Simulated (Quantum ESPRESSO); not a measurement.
Band energies of Y₂CI₂

```
CELL_PARAMETERS angstrom
      3.82966     0.00000     0.00000
     -1.91483     3.31658     0.00000
      0.00000     0.00000    10.36983
ATOMIC_POSITIONS crystal
  C  0.00000 0.00000 0.00000
  Y  0.33333 0.66667 0.12585
  Y  0.66667 0.33333 0.87415
  I  0.33333 0.66667 0.66640
  I  0.66667 0.33333 0.33360
```

PBEsol (pw.x of Quantum ESPRESSO, ONCV potentials, without SOC); path ΓMKΓALHA,LM,KH; energies in eV from the valence-band maximum.

| k (1/Å) | point | band 16 | band 17 | band 18 | band 19 | band 20 | band 21 | band 22 | band 23 |
|---|---|---|---|---|---|---|---|---|---|
| 0.00 | Γ | -0.86 | -0.86 | -0.79 | 0.00 | 0.00 | 2.29 | 2.29 | 2.52 |
| 0.19 |  | -1.37 | -0.97 | -0.80 | -0.56 | -0.15 | 2.02 | 2.48 | 2.60 |
| 0.57 |  | -1.61 | -1.37 | -1.27 | -0.91 | -0.48 | 0.88 | 3.16 | 3.57 |
| 0.95 | M | -1.93 | -1.56 | -1.55 | -0.63 | -0.46 | 0.32 | 3.60 | 4.00 |
| 1.49 | K | -2.63 | -2.63 | -1.33 | -1.33 | -0.52 | 2.22 | 2.82 | 2.82 |
| 1.86 |  | -2.46 | -2.27 | -1.31 | -0.92 | -0.74 | 1.76 | 2.10 | 3.60 |
| 2.22 |  | -1.37 | -1.29 | -1.06 | -0.87 | -0.51 | 1.77 | 2.34 | 3.03 |
| 2.59 | Γ | -0.86 | -0.86 | -0.79 | 0.00 | 0.00 | 2.29 | 2.29 | 2.52 |
| 2.59 | A | -1.44 | -0.75 | -0.75 | -0.09 | -0.09 | 2.30 | 2.30 | 2.67 |
| 2.75 |  | -1.43 | -1.02 | -0.81 | -0.41 | -0.20 | 2.10 | 2.42 | 2.77 |
| 3.06 |  | -1.52 | -1.23 | -1.03 | -0.95 | -0.49 | 1.05 | 2.80 | 3.22 |
| 3.22 |  | -1.66 | -1.48 | -1.22 | -0.86 | -0.47 | 0.66 | 2.93 | 3.71 |
| 3.54 | L | -1.79 | -1.78 | -1.74 | -0.66 | -0.40 | 0.40 | 3.51 | 3.71 |
| 3.90 |  | -2.59 | -2.49 | -1.59 | -1.08 | -0.57 | 1.72 | 3.09 | 3.31 |
| 4.08 | H | -2.60 | -2.60 | -1.35 | -1.35 | -0.55 | 2.66 | 2.79 | 2.79 |
| 4.22 |  | -2.71 | -2.49 | -1.50 | -1.16 | -0.57 | 2.21 | 2.46 | 3.57 |
| 4.49 |  | -2.21 | -2.14 | -1.29 | -0.85 | -0.78 | 1.40 | 2.28 | 4.03 |
| 4.77 |  | -1.50 | -1.28 | -1.08 | -0.86 | -0.63 | 1.54 | 2.31 | 3.53 |
| 5.04 |  | -1.43 | -0.96 | -0.80 | -0.34 | -0.18 | 2.17 | 2.36 | 2.76 |
| 5.18 | A | -1.44 | -0.75 | -0.75 | -0.09 | -0.09 | 2.30 | 2.30 | 2.67 |
| 5.18 | L | -1.79 | -1.78 | -1.74 | -0.66 | -0.40 | 0.40 | 3.51 | 3.71 |
| 5.48 | M | -1.93 | -1.56 | -1.55 | -0.63 | -0.46 | 0.32 | 3.60 | 4.00 |
| 5.48 | K | -2.63 | -2.63 | -1.33 | -1.33 | -0.52 | 2.22 | 2.82 | 2.82 |
| 5.78 | H | -2.60 | -2.60 | -1.35 | -1.35 | -0.55 | 2.66 | 2.79 | 2.79 |

The PBEsol gap is indirect, 0.32 eV, from Γ to M; the smallest direct gap is 0.78 eV.

Without spin-orbit coupling, band edges of such heavy elements can be off by tenths of an eV.

Geometry relaxed with PBE+D3(BJ).

The structure is a Materials Project entry; no match was found in the copy of COD used, and its stability was not checked.
